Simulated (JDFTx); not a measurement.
An input for JDFTx (a modified build) (GaF (SMILES [F][Ga]), charge 0, multiplicity 1, linear PCM (GLSSA13), ethylene carbonate, 1 M KF; bohr, hartree) and the course of its log:

```
lattice \
  16.0626720593 0.0000000000 0.0000000000 \
  0.0000000000 16.0626720593 0.0000000000 \
  0.0000000000 0.0000000000 17.0075351216
coords-type Cartesian
ion Ga -0.8568018249 -0.7980313424 -1.2286999262 0
ion F 0.8568018249 0.7980313424 1.2286999262 0
ion-species pseudo/ga_pbe_v1.4.upf
ion-species pseudo/f_pbe_v1.4.upf
elec-cutoff 20 100
elec-ex-corr gga-PBE
symmetries none
elec-n-bands 13
electronic-minimize nIterations 150 energyDiffThreshold 1e-7
fluid LinearPCM
pcm-variant GLSSA13
fluid-solvent EC
fluid-cation K+ 1
fluid-anion F- 1
fluid-minimize nIterations 400 knormThreshold 1e-11
wavefunction read s0.wfns 16
dump-name s6.$VAR
dump End State Ecomponents EigStats BandEigs Forces ElecDensity IonicPositions FluidDebug
```

```
[one cycle in 7 is shown, and the last three; fluid-solver lines are left out]
ElecMinimize: Iter:   0  Etot: -229.809354791531149  |grad|_K:  2.024e-04  alpha:  1.000e+00
ElecMinimize: Iter:   7  Etot: -229.840555292006030  |grad|_K:  2.101e-04  alpha:  3.103e-01  linmin: -3.870e-02
ElecMinimize: Iter:  14  Etot: -229.880922252659133  |grad|_K:  2.388e-04  alpha:  2.785e-01  linmin: -2.784e-05
ElecMinimize: Iter:  21  Etot: -229.905915215642779  |grad|_K:  2.718e-04  alpha:  2.912e-01  linmin:  1.634e-03
ElecMinimize: Iter:  28  Etot: -229.928238515383839  |grad|_K:  4.293e-04  alpha:  4.348e-02  linmin:  9.372e-04
ElecMinimize: Iter:  35  Etot: -229.939161840240274  |grad|_K:  4.390e-04  alpha:  3.217e-02  linmin:  3.255e-04
ElecMinimize: Iter:  42  Etot: -229.949286042393339  |grad|_K:  4.451e-04  alpha:  2.756e-02  linmin:  2.550e-04
ElecMinimize: Iter:  49  Etot: -229.956696726839482  |grad|_K:  3.820e-04  alpha:  2.425e-02  linmin:  1.237e-04
ElecMinimize: Iter:  56  Etot: -229.962485156711438  |grad|_K:  3.714e-04  alpha:  2.516e-02  linmin: -5.526e-05
ElecMinimize: Iter:  63  Etot: -229.968222765973053  |grad|_K:  3.602e-04  alpha:  2.423e-02  linmin:  1.314e-04
ElecMinimize: Iter:  70  Etot: -229.973608018537050  |grad|_K:  3.703e-04  alpha:  2.352e-02  linmin:  9.686e-05
ElecMinimize: Iter:  77  Etot: -229.978785163524947  |grad|_K:  3.548e-04  alpha:  2.214e-02  linmin:  9.586e-05
ElecMinimize: Iter:  84  Etot: -229.983357793931077  |grad|_K:  3.345e-04  alpha:  2.218e-02  linmin:  1.338e-05
ElecMinimize: Iter:  91  Etot: -229.987148500684185  |grad|_K:  2.922e-04  alpha:  2.280e-02  linmin: -1.363e-04
ElecMinimize: Iter:  98  Etot: -229.990418653619258  |grad|_K:  2.891e-04  alpha:  2.308e-02  linmin:  7.997e-05
ElecMinimize: Iter: 105  Etot: -229.993639507733207  |grad|_K:  2.865e-04  alpha:  2.236e-02  linmin:  5.594e-05
ElecMinimize: Iter: 112  Etot: -229.996666756226205  |grad|_K:  2.736e-04  alpha:  2.238e-02  linmin: -1.692e-05
ElecMinimize: Iter: 119  Etot: -229.999367187968971  |grad|_K:  2.544e-04  alpha:  2.222e-02  linmin:  6.540e-05
ElecMinimize: Iter: 126  Etot: -230.001619796867772  |grad|_K:  2.306e-04  alpha:  2.221e-02  linmin: -2.801e-05
ElecMinimize: Iter: 133  Etot: -230.003493086420207  |grad|_K:  2.126e-04  alpha:  2.230e-02  linmin:  1.800e-05
ElecMinimize: Iter: 140  Etot: -230.005173980571612  |grad|_K:  2.112e-04  alpha:  2.247e-02  linmin: -1.490e-05
ElecMinimize: Iter: 147  Etot: -230.006876027236842  |grad|_K:  2.071e-04  alpha:  2.220e-02  linmin:  5.888e-05
ElecMinimize: Iter: 148  Etot: -230.007107467660830  |grad|_K:  2.052e-04  alpha:  2.217e-02  linmin:  5.934e-05
ElecMinimize: Iter: 149  Etot: -230.007334349372343  |grad|_K:  2.032e-04  alpha:  2.214e-02  linmin:  6.516e-05
ElecMinimize: Iter: 150  Etot: -230.007556293216112  |grad|_K:  2.010e-04  alpha:  2.209e-02  linmin:  7.616e-05
ElecMinimize: None of the convergence criteria satisfied after 150 iterations.
IonicMinimize: Iter:   0  Etot: -230.007556293216112  |grad|_K:  0.000e+00
IonicMinimize: Converged (|grad|_K<1.000000e-04).
```

This run gave no converged result. The electronic loop ended without meeting its threshold, so the last energy, chemical potential and forces aren't results.
